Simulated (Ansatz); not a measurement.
**Ta3N: how the plane-wave cutoff moves the results**

Level of theory: DFT PBE, scalar-relativistic, plane waves, PAW in Ansatz.

```
CELL_PARAMETERS angstrom
3.03222 0.00000 0.00000
-1.51611 2.62598 0.00000
0.00000 0.00000 7.52414
ATOMIC_POSITIONS crystal
Ta 0.00000 0.00000 0.50000
Ta 0.33333 0.66667 0.17393
Ta 0.66667 0.33333 0.82607
N 0.00000 0.00000 0.00000
```

- Γ-centred k-mesh: 15×15×6
- occupation rule: Gaussian smearing, 0.1 eV
- spin treatment: unpolarised
- valence charge of the PAW sets: Ta 13, N 5

The atoms stay fixed while the plane-wave cutoff is varied. ΔE is the energy extrapolated to zero smearing, less that of the reference run (600 eV). The cell isn't necessarily relaxed at this level. Spin–orbit coupling is left out. Pressure is positive in compression and holds a correction for the finite cutoff (Pulay stress).

**Question.** Tried: 200, 250, 300, 350, 420, 500, 600 eV. From which plane-wave cutoff on does the energy per atom stay within 100, 10 and 1 meV of the reference?

**Answer.** 300 for 100 meV, 420 for 10 meV, 500 for 1 meV. The reference itself isn't shown to be converged. At 420 eV, where the energy is within 10 meV, force components already agree to within 0.001 eV/Å, where the largest force is 0.102 eV/Å.

| cutoff (eV) | ΔE (meV/atom) | P (GPa) | largest change of a force component (eV/Å) | plane waves at Γ |
| --- | --- | --- | --- | --- |
| 200 | 1692 | 1.45 | 0.299 | 413 |
| 250 | 338 | -1.53 | 0.107 | 535 |
| 300 | 78.9 | -0.69 | 0.001 | 723 |
| 350 | 19.5 | -0.69 | 0.001 | 899 |
| 420 | 1.80 | -0.71 | 0.000 | 1189 |
| 500 | 0.25 | -0.72 | 0.000 | 1539 |
| 600 | 0.00 | -0.72 | 0.000 | 1963 |